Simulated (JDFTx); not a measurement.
WC(0001) slab cut from bulk WC (space group P-6m2, indices of the conventional cell, lattice of the Materials Project entry mp-1894, not re-optimised): 5 atoms in 5 planes, a 1x1 cell of 7.37 Å² (|a| = 2.917, |b| = 2.917 Å), 5.1 Å between the outermost planes, C outermost, slab composition W2C3, cell height 21.7 Å, 8×8×1 k mesh, Fermi smearing 0.01 Ha, no spin polarisation. Whether this polymorph is the ambient one wasn't checked.

Profiles through the double layer of this slab, charged, in CANDLE, water, 2 M NaF; PBE, GBRV ultrasoft potentials, plane waves to 20/100 Ha, a modified build of JDFTx. z is the height above the outermost atoms, φ the plane-averaged electrostatic potential energy of an electron (zero in the bulk liquid), ρ_b the bound charge of solvent and ions, s the cavity shape function (0 in the solid, 1 in the liquid).

```
z (Å)  n (e/Å³)     s  φ (eV)  ρ_b (10⁻³ e/Å³)
-----  --------  ----  ------  ---------------
0.86     0.1034  0.00  -1.573            -0.18
1.31     0.0227  0.00  -0.624            -4.37
1.76     0.0046  0.03  -0.103            -6.48
2.22     0.0009  0.24  -0.039            -0.43
2.67     0.0002  0.53  -0.026             0.03
3.12     0.0000  0.82  -0.019            -0.02
3.57     0.0000  0.99  -0.015            -0.02
4.02     0.0000  1.00  -0.012            -0.01
4.48     0.0000  1.00  -0.010            -0.01
4.93     0.0000  1.00  -0.008            -0.01
5.38     0.0000  1.00  -0.007            -0.01
5.83     0.0000  1.00  -0.005            -0.01
6.28     0.0000  1.00  -0.004            -0.01
6.74     0.0000  1.00  -0.004             0.00
7.19     0.0000  1.00  -0.003             0.00
7.64     0.0000  1.00  -0.002             0.00
8.09     0.0000  1.00  -0.002             0.00
```

**Question.** Is the electrode positively or negatively charged, and roughly by how much?

**Answer.** Positively: σ = 8.4 μC/cm² per face. The liquid's bound charge is of the opposite sign overall, and far from the surface φ decays with the screening length (2.1 Å).
